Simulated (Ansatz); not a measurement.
Ru:
```
CELL_PARAMETERS angstrom
      2.67884     0.00000     0.00000
     -1.33942     2.31995     0.00000
      0.00000     0.00000     8.60746
ATOMIC_POSITIONS crystal
  Ru 0.00000 0.00000 0.00000
  Ru 0.66667 0.33333 0.25000
  Ru 0.00000 0.00000 0.50000
  Ru 0.33333 0.66667 0.75000
```

Relaxed with PBEsol. Special points in fractions of this cell's reciprocal vectors: Γ (0.000, 0.000, 0.000); M (0.500, 0.000, 0.000); K (0.333, 0.333, 0.000); A (0.000, 0.000, 0.500); L (0.500, 0.000, 0.500); H (0.333, 0.333, 0.500).

Q: List the band energies nearest the Fermi level at these points for PBEsol with spin–orbit coupling (plane waves, PAW; program Ansatz).

A: In eV from the Fermi level; about four levels below and three above (degenerate sets whole), none deeper than 8.9 eV; … stands for higher levels left out; points with the same levels are listed once.

| k | below | above |
|---|---|---|
| Γ | -0.18 -0.18 -0.01 -0.01 | 0.56 0.56 0.64 0.64 |
| M | -1.03 -1.03 -0.97 -0.97 | 1.47 1.47 1.59 1.59 |
| K | -1.24 -1.24 -1.14 -1.14 | 0.07 0.07 0.13 0.13 |
| A | -0.38 -0.38 -0.38 -0.38 | … |
| L | -0.36 -0.36 -0.36 -0.36 | 0.86 0.86 0.86 0.86 |
| H | -0.38 -0.38 -0.22 -0.22 | 1.13 1.13 1.22 1.22 |

Space group P6_3/mmc (dhcp (α-La type)). The start of the workflow was typed in or built on a structure type. Its sites differ from those of the usual phase in this space group: another stacking or structure type. The PBEsol relaxation kept the symmetry of its start; whether a distortion lowers the energy is not shown. The run is not spin-polarised.

Potentials: the earlier of the program's two PAW sets. The files were generated under PBE; for other functionals the program regenerates the frozen cores, and for LDA and PBEsol the local potential too.
